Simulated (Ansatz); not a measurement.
Here is the system:

TiRh:
```
TiRh
1.0
    3.07150     0.00000     0.00000
    0.00000     3.07150     0.00000
    0.00000     0.00000     3.07150
Ti Rh
1 1
Direct
  0.50000   0.50000   0.50000
  0.00000   0.00000   0.00000
```

This is the PBEsol-relaxed structure.

All from plane-wave PAW PBEsol (Ansatz code), unless another level is named. Give the highest zone-centre frequency.

191 cm⁻¹.

What about the bulk modulus (Birch–Murnaghan fit)?

206 GPa.

Space group Pm-3m (CsCl type). The first step of the workflow began from a Materials Project structure, measured or hypothetical; the Crystallography Open Database copy checked does not list it. COD files the formula under space group No. 123. Whether it is the stable phase at ambient conditions was not checked. The cell was relaxed with PBEsol under the symmetry of its start. At this level the phase is mechanically unstable. The run is not spin-polarised. As this level gives no gap, phonon frequencies hold no LO–TO term and depend on the k-mesh and smearing (Fermi–Dirac, 0.1 eV here).

Potentials: the later of the program's two PAW sets.
